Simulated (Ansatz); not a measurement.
SiCO₄ in space group I-4 (No. 82; Si on 2a, C on 2c, O on 8g), PBEsol (plane waves, PAW; program Ansatz), all energies at zero smearing, with the estimated change up to a 700 eV cutoff added, with one set of potentials and settings (totals compare only within such a set). Cell of 6 atoms (1 Si, 1 C, 4 O): -3112.824 eV.

| element | reference phase | E (eV/atom) |
|---|---|---|
| Si | Fd-3m, 2 atoms in the cell | -621.4920 |
| C | P6_3/mmc, 4 atoms in the cell | -246.6950 |
| O | C2/m, 4 atoms in the cell, spin-polarised | -558.3554 |

Formation energy per atom, worked out: (-3112.824 − 1×(-621.4920) − 1×(-246.6950) − 4×(-558.3554))/6 = -1.869 eV/atom (-180 kJ per mol of atoms), at 0 K, without zero-point energy or fitted corrections.

The start of the workflow was typed in or built on a structure type; neither database checked (COD, Materials Project) lists it. Its standing as an ambient phase is unchecked. Symmetry was held in the PBEsol relaxation; its stability against distortions is not shown here. The references are the lowest solids computed at this level, not always the standard phases (solids in place of the gases).

Potentials: the later of the program's two PAW sets.
